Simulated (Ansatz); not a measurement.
The start is a randomly generated symmetric cell of WC (space group No. 39). The structure is fully relaxed (lattice and positions, P = 0) with PBEsol (plane waves to 420 eV, PAW, scalar-relativistic; Ansatz, a quantum-chemistry and plane-wave program). First-step values are on the input's coarse k-mesh.

Ansatz input (later rounds restart from its end on a renewed k-mesh):
Ansatz 0.2 input:
```yaml
crystal:
  lattice:
    - [7.8954943, 0, 0]
    - [0, 2.7297126, 1.1868139]
    - [0, -2.7297126, 1.1868139]
  atoms:
    - { symbol: C, position: [0.5, 0.2383751, 0.2383751] }
    - { symbol: C, position: [0.5, 0.7383751, 0.7383751] }
    - { symbol: W, position: [0.69661731, 0.52082573, 0.02082573] }
    - { symbol: W, position: [0.30338269, 0.02082573, 0.52082573] }
basis: { ecutwfc: 420, ecutrho_ratio: 4, xc_grid: 2, fft_grid_basis: typed }
kpoints: { mp_grid: { grid: [3, 10, 10] } }
hamiltonian:
  xc: pbesol
  dispersion: none
  pseudopotentials: { kind: paw }
scf: { occupations: { method: fermi_dirac, width: 0.05 } }
relax: { f_tol: 0.01, max_steps: 100, cell: { stress_tol: 0.02 } }
output: { forces: true, stress: true }
```

* **Outcome**: The space group goes from Aem2 (No. 39) to Cmme (No. 67), with 4 atoms in the primitive cell
* **Energy released**: about 2.4 eV/atom
* **Volume change**: -17.1 %, from 12.79 to 10.60 Å³/atom
* **Shortest distances (start → end)**: The closest pairs of elements (up to four, under 3.6 Å), start → end: C–C 1.19 → 1.61 Å; C–W 2.07 → 2.19 Å; W–W 2.37 → 2.71 Å
* **Optimiser moves**: 35

It ends as:

```cif
data_C4W4
_chemical_formula_sum 'C4 W4'
_space_group_name_H-M_alt 'Cmme'
_space_group_IT_number 67
_space_group_name_Hall '-C 2a 2'
_cell_length_a 3.22192
_cell_length_b 4.82796
_cell_length_c 5.45271
_cell_angle_alpha 90.000
_cell_angle_beta 90.000
_cell_angle_gamma 90.000
loop_
_atom_site_label
_atom_site_type_symbol
_atom_site_symmetry_multiplicity
_atom_site_Wyckoff_symbol
_atom_site_fract_x
_atom_site_fract_y
_atom_site_fract_z
_atom_site_occupancy
C1 C 4 b 0.25000 0.50000 0.50000 1
W1 W 4 g 0.00000 0.25000 0.19956 1
```
(The calculation used a cell of 4 atoms; values per cell refer to that cell.)

Final values are on a 17×17×9 k-mesh of the relaxed cell. The start holds a very short contact (C–C 1.19 Å). No spin polarisation in the result.

The run could not lose the symmetry of its start: the end is stationary, and may be a saddle point rather than a minimum.

The relaxed structure here is a generated cell of WC: the first start was made by a random draw of sites in a space group, and the end was not matched to a known phase here, so it may be hypothetical. Known forms of WC include space group No. 187.
